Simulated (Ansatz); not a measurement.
Na$_{2}$CrO$_{4}$:
```
Na2CrO4
1.0
    2.92014    -4.57538     0.00000
    2.92014     4.57538     0.00000
    0.00000     0.00000     7.08528
Na Cr O
4 2 8
Direct
  0.18624   0.81376   0.25000
  0.81376   0.18624   0.75000
  0.50000   0.50000   0.00000
  0.50000   0.50000   0.50000
  0.85428   0.14572   0.25000
  0.14572   0.85428   0.75000
  0.24939   0.75061   0.56295
  0.75061   0.24939   0.43705
  0.75061   0.24939   0.06295
  0.24939   0.75061   0.93705
  0.18917   0.27004   0.25000
  0.81083   0.72996   0.75000
  0.27004   0.18917   0.75000
  0.72996   0.81083   0.25000
```

Relaxed with r²SCAN.

### Question
Give the Bader charges and basin volumes of the independent atoms, r²SCAN in the plane-wave PAW code Ansatz.

### Answer


```csv
atom,Bader charge (e),Bader volume (Å³)
Na1,+0.90,9.0
Na3,+0.90,8.2
Cr5,+2.18,7.2
O7,-0.96,17.3
O11,-1.02,17.9
```

Space group Cmcm. The workflow started from a Materials Project entry (that database holds measured and hypothetical structures alike); the Crystallography Open Database files this formula in space group No. 63, but the cells were not matched. Its standing as an ambient phase is unchecked. Symmetry was held in the r²SCAN relaxation; its stability against distortions is not shown here. The run is not spin-polarised. No Hubbard U is applied.

Potentials: the later of the program's two PAW sets.
